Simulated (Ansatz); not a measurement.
Here is the system:

SiMo3:
```xyz
4
Lattice="0.0000 3.0992 3.0992 3.0992 0.0000 3.0992 3.0992 3.0992 0.0000" Properties=species:S:1:pos:R:3 pbc="T T T"
Si     0.0000     0.0000     0.0000
Mo     3.0992     3.0992     3.0992
Mo     1.5496     1.5496     1.5496
Mo     4.6489     4.6489     4.6489
```

This is the PBE-relaxed structure.

Question: All from the program Ansatz at the PBE level (PAW), unless another level is named. Estimate the electronic character.

Answer: metallic (no gap).

Question: Predict the formation energy from the elements (no fitted shifts).

Answer: -0.056 eV/atom.

Question: And the density of states at the Fermi level?

Answer: 0.71 states/eV per atom (mean over ±0.08 eV).

Space group Fm-3m. A made-up cell: these elements were put on the sites of a structure type; neither database checked (COD, Materials Project) lists it. COD files the formula under space group No. 223, so this cell is another polymorph or a model. Whether it is the stable phase at ambient conditions was not checked. The cell was relaxed with PBE under the symmetry of its start; its stability against distortions is not shown here. No spin polarisation was allowed. The references are the lowest solids computed at this level, not always the standard phases. Scalar-relativistic: spin–orbit coupling is off unless named, which matters more the heavier the elements.

Potentials: the later of the program's two PAW sets.
